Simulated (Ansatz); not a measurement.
Ga$_{3}$NO$_{3}$:
```xyz
14
Lattice="-2.9520 4.1345 2.9594 2.9520 -4.1345 2.9594 2.9520 4.1345 -2.9594" Properties=species:S:1:pos:R:3 pbc="T T T"
Ga     1.4760     2.1020     2.9855
Ga     1.4760     2.0325     0.0261
Ga     0.0000     4.1345     1.5867
Ga     0.0000     0.0000     4.5461
Ga     1.4760    -0.9488     1.4159
Ga     4.4280     0.9488     1.4159
O      1.4760     4.0320     0.0796
N      1.4760     4.0260     2.8288
O      2.8892     2.0911     1.4705
O      0.0628     2.0911     1.4705
N     -1.4760     4.2429     2.8288
O      1.4760     0.1025     3.0390
O      0.0628     2.0434     4.4299
O     -0.0628     6.1779     1.4705
```

Relaxed with PBEsol. Special points in fractions of this cell's reciprocal vectors: Γ (0.000, 0.000, 0.000); X (0.500, -0.500, 0.500); F0 (0.377, -0.377, 0.623); Σ0 (-0.377, 0.377, 0.377); Λ0 (0.378, 0.378, -0.378); G0 (0.622, -0.378, 0.378); R (0.000, 0.500, 0.000); W (0.250, 0.250, 0.250); S (0.500, 0.000, 0.000); T (0.000, 0.000, 0.500).

List the band energies nearest the valence-band maximum at these points for plane-wave PAW PBEsol (Ansatz code).

In eV from the valence-band maximum; about four levels below and three above (degenerate sets whole), none deeper than 8.9 eV; points with the same levels are listed once.

```
k                     below                above
--  -----------------------  -------------------
Γ    -1.35 -0.84 -0.59 0.00       1.05 3.21 3.39
X   -1.93 -1.82 -1.27 -0.16       4.43 4.72 5.84
F0  -2.04 -1.75 -1.18 -0.58       4.56 4.84 5.20
Λ0  -2.14 -1.76 -1.69 -0.15       4.62 4.79 5.35
R   -1.51 -1.51 -1.00 -1.00  4.46 4.46 6.02 6.02
W   -1.75 -1.75 -1.13 -1.13  4.84 4.84 5.44 5.44
S   -1.90 -1.58 -0.83 -0.12       3.72 3.85 5.48
T   -1.46 -1.23 -1.05 -0.77       3.69 3.82 5.30
```

Space group Ima2. The start of the workflow was typed in or built on a structure type; neither database checked (COD, Materials Project) lists it. Its standing as an ambient phase is unchecked. The cell was relaxed with PBEsol under the symmetry of its start; its stability against distortions is not shown here. Spin–orbit coupling is left out wherever it is not named.

Potentials: the earlier of the program's two PAW sets. The files were generated under PBE; for other functionals the program regenerates the frozen cores, and for LDA and PBEsol the local potential too.
